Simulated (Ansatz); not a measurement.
Si:
```cif
data_Si12
_chemical_formula_sum 'Si12'
_space_group_name_H-M_alt 'P 1'
_space_group_IT_number 1
_cell_length_a 3.84371
_cell_length_b 3.84371
_cell_length_c 18.90495
_cell_angle_alpha 90.000
_cell_angle_beta 90.000
_cell_angle_gamma 120.000
loop_
_space_group_symop_operation_xyz
  'x, y, z'
loop_
_atom_site_label
_atom_site_type_symbol
_atom_site_fract_x
_atom_site_fract_y
_atom_site_fract_z
_atom_site_occupancy
Si1 Si 0.00000 0.00000 0.68717 1
Si2 Si 0.00000 0.00000 0.81283 1
Si3 Si 0.33333 0.66667 0.85465 1
Si4 Si 0.33333 0.66667 0.97920 1
Si5 Si 0.66667 0.33333 0.02080 1
Si6 Si 0.66667 0.33333 0.14535 1
Si7 Si 0.00000 0.00000 0.18717 1
Si8 Si 0.00000 0.00000 0.31283 1
Si9 Si 0.66667 0.33333 0.35465 1
Si10 Si 0.66667 0.33333 0.47920 1
Si11 Si 0.33333 0.66667 0.52080 1
Si12 Si 0.33333 0.66667 0.64535 1
```

Relaxed with r²SCAN. The program Ansatz at the r²SCAN level (PAW) gives a gap of 0.77 eV.

Q: What gap does HSE06 give on the same cell (Ansatz, PAW)?

A: 1.15 eV, 0.38 eV more. The hybrid was solved on a coarser mesh and at special points; its gap is the smallest among all of these.

```json
[
 {"k": "Γ", "v1 r²SCAN": "0.00", "c1 r²SCAN": "1.67", "v1 HSE06": "…", "c1 HSE06": "…"},
 {"k": "A", "v1 r²SCAN": "-0.16", "c1 r²SCAN": "1.73", "v1 HSE06": "…", "c1 HSE06": "…"},
 {"k": "K", "v1 r²SCAN": "-2.23", "c1 r²SCAN": "1.67", "v1 HSE06": "…", "c1 HSE06": "…"},
 {"k": "H", "v1 r²SCAN": "-2.37", "c1 r²SCAN": "2.07", "v1 HSE06": "…", "c1 HSE06": "…"},
 {"k": "M", "v1 r²SCAN": "-1.35", "c1 r²SCAN": "0.78", "v1 HSE06": "-1.39", "c1 HSE06": "1.16"},
 {"k": "L", "v1 r²SCAN": "-1.53", "c1 r²SCAN": "0.88", "v1 HSE06": "-1.58", "c1 HSE06": "1.26"}
]
```

Q: Top valence (v1) and lowest conduction level (c1) in eV from each method's valence maximum (which need not be a listed point): supply the withheld HSE06 values.

A: 
- A, v1 HSE06: -0.15
- A, c1 HSE06: 2.09
- H, v1 HSE06: -2.43
- H, c1 HSE06: 2.48
- K, v1 HSE06: -2.29
- K, c1 HSE06: 2.07
- Γ, v1 HSE06: 0.00
- Γ, c1 HSE06: 2.03

Cost on shared cores: the r²SCAN run (SCF on a 8×8×2 mesh, then bands and DOS) around 4 core-minutes (rough), the HSE06 run (SCF on 5×5×1, then a few points) about 6 core-minutes (a rough figure); the tasks are unlike.

Space group P6_3/mmc. The start of the workflow was typed in or built on a structure type; the Crystallography Open Database copy checked does not list it. It is not the phase usual at ambient conditions (space group No. 227). The r²SCAN relaxation kept the symmetry of its start; its stability against distortions is not shown here.

Potentials: the later of the program's two PAW sets.
